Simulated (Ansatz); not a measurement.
Data sheet: InSb (DFT)

InSb:
```cif
data_InSb
_chemical_formula_sum 'In1 Sb1'
_space_group_name_H-M_alt 'P-6m2'
_space_group_IT_number 187
_space_group_name_Hall 'P -6 2'
_cell_length_a 4.09868
_cell_length_b 4.09868
_cell_length_c 3.85372
_cell_angle_alpha 90.000
_cell_angle_beta 90.000
_cell_angle_gamma 120.000
loop_
_atom_site_label
_atom_site_type_symbol
_atom_site_symmetry_multiplicity
_atom_site_Wyckoff_symbol
_atom_site_fract_x
_atom_site_fract_y
_atom_site_fract_z
_atom_site_occupancy
In1 In 1 a 0.00000 0.00000 0.00000 1
Sb1 Sb 1 f 0.66667 0.33333 0.50000 1
```

Space group P-6m2 (No. 187); conventional cell a = b = 4.0987 Å, c = 3.8537 Å, α = β = 90.00°, γ = 120.00°.

Method: PBEsol in the plane-wave PAW code Ansatz. The cell and atoms are relaxed at this level. Other levels are named where they apply.

Cell and energy:

```yaml
volume_per_atom: 28.03 Å³
density: 7.01 g/cm³
Formation energy from the elements (no fitted shifts): 0.075 eV/atom
```

Electronic structure:

```yaml
electronic_character: metallic (no gap)
Density of states at the Fermi level: 0.55 states/eV per atom (mean over ±0.08 eV)
```

Mechanics:

```yaml
Bulk modulus (Birch–Murnaghan fit): 40.6 GPa
Pressure derivative B′: 6.9
```

Phonons:

```yaml
highest_zone_centre_frequency: 112 cm⁻¹
zone_centre_stability: no imaginary mode at Γ
```

A made-up cell: these elements were put on the sites of a structure type; neither database checked (COD, Materials Project) lists it. It is not the phase usual at ambient conditions (space group No. 216). The cell keeps a stress of up to 0.2 GPa. The PBEsol relaxation kept the symmetry of its start. As this level gives no gap, phonon frequencies hold no LO–TO term and depend on the k-mesh and smearing (Fermi–Dirac, 0.1 eV here). The references are the lowest solids computed at this level, not always the standard phases. Spin–orbit coupling is left out wherever it is not named.

Potentials: the later of the program's two PAW sets.
